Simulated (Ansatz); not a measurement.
Cs₂AgBiBr₆:
```xyz
10
Lattice="0.0000 5.5936 5.5936 5.5936 0.0000 5.5936 5.5936 5.5936 0.0000" Properties=species:S:1:pos:R:3 pbc="T T T"
Bi     0.0000     0.0000     0.0000
Ag     5.5936     5.5936     5.5936
Cs     2.7968     2.7968     2.7968
Cs     8.3904     8.3904     8.3904
Br     5.5936     2.8410     5.5936
Br     8.3462     5.5936     5.5936
Br     5.5936     8.3462     5.5936
Br     2.8410     5.5936     5.5936
Br     5.5936     5.5936     2.8410
Br     5.5936     5.5936     8.3462
```

Relaxed with PBEsol. Special points in fractions of this cell's reciprocal vectors: Γ (0.000, 0.000, 0.000); X (0.500, 0.000, 0.500); U (0.625, 0.250, 0.625); K (0.375, 0.375, 0.750); L (0.500, 0.500, 0.500); W (0.500, 0.250, 0.750).

List the band energies nearest the valence-band maximum at these points for DFT-PBEsol in the program Ansatz with PAW potentials.

In eV from the valence-band maximum; about four levels below and three above (degenerate sets whole), none deeper than 8.9 eV; points with the same levels are listed once.

```
k                                below           above
-  -----------------------------------  --------------
Γ        -1.26 -1.26 -1.26 -0.63 -0.63  2.06 2.06 2.06
X         -1.63 -1.63 -1.28 -0.64 0.00  2.58 2.58 2.95
U              -1.61 -1.44 -1.01 -0.23  2.17 2.86 3.11
L  -1.59 -1.59 -1.59 -1.54 -1.27 -1.27  1.10 3.52 3.52
W              -1.53 -1.53 -1.29 -0.10  2.52 2.79 2.79
```

Space group Fm-3m. The PBEsol relaxation kept the symmetry of its start; phonons show weakly imaginary modes. The run is not spin-polarised. Spin–orbit coupling is left out wherever it is not named.

Potentials: the later of the program's two PAW sets.
